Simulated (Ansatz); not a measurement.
MgS:
```
CELL_PARAMETERS angstrom
      3.69215     0.00000     0.00000
      0.00000     3.69215     0.00000
      0.00000     0.00000     6.76813
ATOMIC_POSITIONS crystal
  Mg 0.00000 0.50000 0.00000
  Mg 0.50000 0.00000 0.50000
  S  0.00000 0.00000 0.25000
  S  0.00000 0.00000 0.75000
```

Relaxed with r²SCAN. Special points in fractions of this cell's reciprocal vectors: Γ (0.000, 0.000, 0.000); X (0.000, 0.500, 0.000); M (0.500, 0.500, 0.000); Z (0.000, 0.000, 0.500); R (0.000, 0.500, 0.500); A (0.500, 0.500, 0.500).

Q: List the band energies nearest the valence-band maximum at these points for DFT-r²SCAN in the program Ansatz with PAW potentials.

A: In eV from the valence-band maximum; about four levels below and three above (degenerate sets whole), none deeper than 8.9 eV; points with the same levels are listed once.

```json
[
 {"k": "Γ", "below": "-1.19 -1.19 -0.53 -0.53 -0.51", "above": "1.69 5.24 5.51"},
 {"k": "X", "below": "-3.00 -0.80 -0.23 -0.21", "above": "1.89 5.37 5.51"},
 {"k": "M", "below": "-3.49 -2.40 -2.40 0.00", "above": "1.68 4.38 4.38"},
 {"k": "Z", "below": "-0.91 -0.91 -0.86 -0.86", "above": "2.99 2.99 6.84 6.84"},
 {"k": "R", "below": "-2.54 -2.40 -0.54 -0.51", "above": "3.53 3.90 6.45"},
 {"k": "A", "below": "-2.86 -2.86 -2.00 -2.00", "above": "2.47 2.47 6.28 6.28"}
]
```

Space group P4_2/mmc. The cell is a constructed one: a structure type filled with these elements; neither database checked (COD, Materials Project) lists it. COD files the formula under space group No. 225, so this cell is another polymorph or a model. Whether it is the stable phase at ambient conditions was not checked. The r²SCAN relaxation kept the symmetry of its start. At this level the phase is mechanically unstable.

Potentials: the later of the program's two PAW sets.
